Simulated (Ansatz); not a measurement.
## Data sheet: Cs (DFT)

Cs:
```
CELL_PARAMETERS angstrom
      5.56631     0.00000     0.00000
     -2.78316     4.82057     0.00000
      0.00000     0.00000     9.25848
ATOMIC_POSITIONS crystal
  Cs 0.33333 0.66667 0.25000
  Cs 0.66667 0.33333 0.75000
```

Space group P6_3/mmc (No. 194), hcp (Mg type); conventional cell a = b = 5.566 Å, c = 9.258 Å, α = β = 90.00°, γ = 120.00°.

Method: plane-wave PAW r²SCAN (Ansatz code). Geometry: relaxed at this level of theory. Other levels are named where they apply.

Cell and energy:

Volume per atom: 124.22 Å³
Density: 1.78 g/cm³

Electronic structure:

- Electronic character: metallic (no gap)
- Density of states at the Fermi level: 1.3 states/eV per atom (mean over ±0.08 eV)

The workflow started from a Materials Project entry (that database holds measured and hypothetical structures alike); the Crystallography Open Database copy checked does not list it. It is not the phase usual at ambient conditions (space group No. 229). Symmetry was held in the r²SCAN relaxation; whether a distortion lowers the energy is not shown. Axis ratios of metals converge slowly with the k-mesh, so a and c are less sure than the volume. Scalar-relativistic: spin–orbit coupling is off unless named, which matters more the heavier the elements.

Potentials: the later of the program's two PAW sets.
